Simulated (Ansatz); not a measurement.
SiGe (CsCl type, Pm-3m), the program Ansatz at the r²SCAN level (PAW), all energies at zero smearing, with the estimated change up to a 700 eV cutoff added, with one set of potentials and settings (totals compare only within such a set). Cell of 2 atoms (1 Ge, 1 Si): -4940.484 eV.

| element | reference phase | E (eV/atom) |
|---|---|---|
| Ge | Fd-3m, 2 atoms in the cell | -4302.9121 |
| Si | Fd-3m, 2 atoms in the cell | -639.0665 |

Formation energy per atom, worked out: (-4940.484 − 1×(-4302.9121) − 1×(-639.0665))/2 = 0.748 eV/atom (72 kJ per mol of atoms), at 0 K, without zero-point energy or fitted corrections.

The cell is a constructed one: a structure type filled with these elements; neither database checked (COD, Materials Project) lists it. Whether it is the stable phase at ambient conditions was not checked. The cell was relaxed with r²SCAN under the symmetry of its start. At this level the phase is mechanically unstable. The references are the lowest solids computed at this level, not always the standard phases.

Potentials: the earlier of the program's two PAW sets.
